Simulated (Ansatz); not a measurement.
The elements of this relaxed trial crystal are hidden behind letters.

```
lattice vectors (Å)
   3.8819    0.0000    0.0000
  -1.9409    3.3618    0.0000
   0.0000    0.0000   12.9625
fractional positions
X 0.3333 0.6667 0.0117
X 0.3333 0.6667 0.4897
X 0.6667 0.3333 0.7506
Z 0.6667 0.3333 0.2560
Q 0.3333 0.6667 0.2046
Q 0.3333 0.6667 0.6799
Q 0.6667 0.3333 0.4184
Q 0.6667 0.3333 0.9410
```

Computed with DFT PBE, scalar-relativistic, plane waves, PAW in Ansatz. The final run on the 8-atom cell used 420 eV, a Γ-centred 12×12×4 mesh, 0.01 eV smearing and no spin polarisation.

| Quantity | Value |
| --- | --- |
| Space group | P3m1 (No. 156) |
| Conventional cell | a = 3.882 Å, c = 12.962 Å |
| Volume per atom | 21.15 Å³ |
| Density | 3.84 g/cm³ |
| Energy over the elements | −0.199 eV/atom |
| Gap on the 12×12×4 mesh of the 8-atom cell | 0.15 eV |

Energies are uncorrected and count from the elements' standard states at the same level.

Q: X is a p-block element of period 3, Z is a p-block element of period 2 and Q is a p-block element of period 4. Which elements are they?

A: X = Al, Z = B, Q = As, so the formula is Al3BAs4. Density times volume gives a mean mass of 3.84 × 21.15/1.6605 = 48.9 u per atom, and this set has 48.9 u. Around Al on its first site lie 4 As at 2.42–2.50 Å; B has 1 As at 2.11 Å and 3 As at 2.34 Å; around As on its first site lie 3 B at 2.34 Å and 1 Al at 2.50 Å; 5 more sites not described. Other sets within the hints have nearly the same mass, so mass alone doesn't settle it; this one was computed.

Kohn–Sham gaps at this level usually fall short of measured ones. Symmetry constrained the relaxation, so the result can be a saddle point. Another cell of Al3BAs4 relaxed alike, in P-43m, lies 40 meV/atom lower, so this cell isn't the stable form at this level.
